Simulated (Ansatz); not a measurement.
CaO:
```
CaO
1.0
    0.00000     2.39898     2.39898
    2.39898     0.00000     2.39898
    2.39898     2.39898     0.00000
Ca O
1 1
Direct
  0.00000   0.00000   0.00000
  0.50000   0.50000   0.50000
```

Relaxed with the program Ansatz at the HSE06 level (PAW). Indices refer to the conventional cell of Fm-3m, a = 4.7980 Å, b = 4.7980 Å, c = 4.7980 Å, α = 90.00°, β = 90.00°, γ = 90.00°.

Q: Simulate the powder diffraction pattern (Cu Kα, λ = 1.54184 Å; lines above 1 %) up to 2θ = 90°.

A: Simulated powder pattern, Cu Kα, λ = 1.54184 Å (kinematic, ideal powder, no thermal factors, no anomalous dispersion; the 30 strongest lines at most, above 1 %, up to 2θ = 90°):

```tsv
2θ (°)	d (Å)	I/Imax (%)	hkl
32.32	2.770	38	(111)
37.49	2.399	100	(200)
54.06	1.696	59	(220)
64.40	1.447	16	(311)
67.64	1.385	18	(222)
79.99	1.199	7.6	(400)
88.91	1.101	6.9	(331)
```

The cell was relaxed with HSE06 under the symmetry of its start.

Potentials: the earlier of the program's two PAW sets.
